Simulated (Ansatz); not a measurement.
SiC3:
```
CELL_PARAMETERS angstrom
      2.78338     0.00000     0.00000
      0.00000     2.78338     0.00000
      0.00000     0.00000     4.09706
ATOMIC_POSITIONS crystal
  C  0.00000 0.00000 0.00000
  C  0.00000 0.50000 0.78938
  Si 0.50000 0.50000 0.50000
  C  0.50000 0.00000 0.21062
```

Relaxed with PBEsol. Special points in fractions of this cell's reciprocal vectors: Γ (0.000, 0.000, 0.000); X (0.000, 0.500, 0.000); M (0.500, 0.500, 0.000); Z (0.000, 0.000, 0.500); R (0.000, 0.500, 0.500); A (0.500, 0.500, 0.500).

Q: List the band energies nearest the valence-band maximum at these points for plane-wave PAW PBEsol (Ansatz code).

A: In eV from the valence-band maximum; about four levels below and three above (degenerate sets whole), none deeper than 8.9 eV; points with the same levels are listed once.

```
k                          below           above
-  -----------------------------  --------------
Γ    -5.63 -5.63 -0.73 0.00 0.00  1.64 2.79 4.98
X        -6.56 -6.41 -4.19 -0.82  4.65 5.70 5.83
M        -6.34 -5.47 -5.47 -3.96  1.40 1.40 1.81
Z  -5.21 -5.21 -4.18 -1.43 -1.43  2.55 2.90 5.79
R        -4.07 -2.83 -2.38 -0.70  2.88 5.42 5.96
A        -7.17 -6.89 -6.89 -6.53  5.12 5.12 5.81
```

Space group P-4m2. The start of the workflow was typed in or built on a structure type; neither database checked (COD, Materials Project) lists it. Its standing as an ambient phase is unchecked. Symmetry was held in the PBEsol relaxation; its stability against distortions is not shown here. Its formation energy is positive at this level, so the cell may be metastable or incomplete.

Potentials: the earlier of the program's two PAW sets. The files were generated under PBE; for other functionals the program regenerates the frozen cores, and for LDA and PBEsol the local potential too.
